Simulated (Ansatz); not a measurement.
Trial inputs on NiI

All trials start from this Ansatz input:

```yaml
crystal:
  lattice:
    - [4.0555384616, 0.0, 0.0]
    - [-2.0277692308, 3.5121993338, 0.0]
    - [0.0, 0.0, 6.872492]
  atoms:
    - { symbol: Ni, position: [0.33333333, 0.66666667, 0.369815], spin: -2.0 }
    - { symbol: Ni, position: [0.66666667, 0.33333333, 0.869815], spin: -2.0 }
    - { symbol: I, position: [0.33333333, 0.66666667, 0.005187] }
    - { symbol: I, position: [0.66666667, 0.33333333, 0.505187] }
basis:
  ecutwfc: 420
kpoints:
  mp_grid: { grid: [6, 6, 2] }
hamiltonian:
  xc: pbe
scf:
  occupations: { method: gaussian, width: 0.1 }
  lower_state_search: "off"
output:
  forces: true
  stress: true
  eigenvalues: true
  populations: true
magnetization:
  spin_polarized: true
```

Command:

```bash
ansatz run input.yaml --threads 1 --pin off --max-ram 1331MiB --backend cpu --events-out ev --progress --plain --runs-dir out
```

The run converges in 17 SCF iterations on 14 irreducible k-points: pressure 0.18 GPa, largest force 0.013 eV/Å, no gap, cell moment 0.00 μB. It warns that the starting moments were lost.

These settings were drawn at random to show what each does; none of the numbers is a converged property of the crystal. Each trial's input is given as a difference from the reference's; energies are extrapolated to zero smearing where there is one, and pressure is positive in compression. Charged cells sit in a uniform background, and their pressures hang on that convention.

Trial 1:

```diff
 crystal:
   atoms:
-    - { symbol: Ni, position: [0.33333333, 0.66666667, 0.369815], spin: -2.0 }
-    - { symbol: Ni, position: [0.66666667, 0.33333333, 0.869815], spin: -2.0 }
+    - { symbol: Ni, position: [0.3333333333, 0.6666666667, 0.369815] }
+    - { symbol: Ni, position: [0.6666666667, 0.3333333333, 0.869815] }
 basis:
-  ecutwfc: 420
+  ecutwfc: "10 Ha"
 kpoints:
-  mp_grid: { grid: [6, 6, 2] }
+  mp_grid: { grid: [1, 2, 1] }
 hamiltonian:
+  hubbard: { sites: [{ species: Ni, l: d, u_eff: 5.3 }], projectors: atomic }
 scf:
-  lower_state_search: "off"
 output:
-  populations: true
-magnetization:
-  spin_polarized: true
```

The run converges in 15 SCF iterations on 2 irreducible k-points: pressure 7.48 GPa, largest force 1.658 eV/Å, no gap. It warns that the cutoff lies under the recommended one, 420 eV for these potentials; that the count of filled bands differs between k-points; that the mesh lowers the symmetry. Under a U the state reached may not be the lowest.

Trial 2 (origin moved):

```diff
 crystal:
   atoms:
-    - { symbol: Ni, position: [0.33333333, 0.66666667, 0.369815], spin: -2.0 }
-    - { symbol: Ni, position: [0.66666667, 0.33333333, 0.869815], spin: -2.0 }
-    - { symbol: I, position: [0.33333333, 0.66666667, 0.005187] }
-    - { symbol: I, position: [0.66666667, 0.33333333, 0.505187] }
+    - { symbol: Ni, position: [1.2833333333, 1.1616666667, 1.231815] }
+    - { symbol: Ni, position: [1.6166666667, 0.8283333333, 1.731815] }
+    - { symbol: I, position: [1.2833333333, 1.1616666667, 0.867187] }
+    - { symbol: I, position: [1.6166666667, 0.8283333333, 1.367187] }
+total_charge: 0.1
 basis:
-  ecutwfc: 420
+  ecutwfc: 350
 kpoints:
-  mp_grid: { grid: [6, 6, 2] }
+  mp_grid: { grid: [3, 3, 1] }
 hamiltonian:
+  dispersion: d3bj
 scf:
-  occupations: { method: gaussian, width: 0.1 }
-  lower_state_search: "off"
+  occupations: { method: cold, width: 0.054 }
+  convergence: { dr2_threshold: "1e-6 eV" }
 output:
-  stress: true
+  stress: false
-  populations: true
-magnetization:
-  spin_polarized: true
```

The run converges in 9 SCF iterations on 3 irreducible k-points: largest force 0.253 eV/Å, no gap. It warns that the cutoff lies under the recommended one, 420 eV for these potentials; that the SCF threshold is loose for the forces.